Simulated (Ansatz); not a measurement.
A geometry of Cu₂O away from equilibrium: step 22 of the relaxation of a generated trial cell of Cu2O in the AFLOW prototype A2B_oP12_62_2c_c (C37, as in Co2Si). Computed with PBEsol (plane waves to 420 eV, PAW, scalar-relativistic; Ansatz, a first-principles code). Γ-centred k-mesh 4×6×3 on the run's cell (coarser than for final values), Fermi–Dirac smearing 0.05 eV.

```xyz
12
Lattice="5.2442 0.0000 0.0000 0.0000 3.8042 0.0000 0.0000 0.0000 6.3872" Properties=species:S:1:pos:R:3 pbc="T T T"
Cu     2.9285     0.9511     5.2334
Cu     0.3063     0.9511     4.3473
Cu     2.3158     2.8532     1.1537
Cu     4.9379     2.8532     2.0398
Cu     0.5356     0.9511     0.4578
Cu     3.1577     0.9511     2.7358
Cu     4.7087     2.8532     5.9294
Cu     2.0865     2.8532     3.6514
O      2.4146     0.9511     0.9266
O     -0.2076     0.9511     2.2670
O      2.8297     2.8532     5.4605
O      5.4518     2.8532     4.1202
```

Problem. Which atoms carry the largest force, and which way does it point?

Solution. 0.04 eV/Å, on Cu5, Cu6, Cu7, Cu8 (atoms numbered as listed); on Cu7 its components are (0.04, 0.00, 0.01).

Problem. What is the pressure?

Solution. +4.4 GPa, compression positive.

Problem. How much energy per atom can still be gained by relaxing?

Solution. 0.06 eV/atom; the path ends in Pnma (No. 62).

No spin polarisation in the result. The d or f electrons are treated with no Hubbard U.

The run could not lose the symmetry of its start: the end is stationary, and may be a saddle point rather than a minimum.

The end of the path is a generated cell of Cu2O: the first start was made by placing the elements on the sites of a structure type, and the end was not matched to a known phase here, so it may be hypothetical. Known forms of Cu2O include space group No. 224.
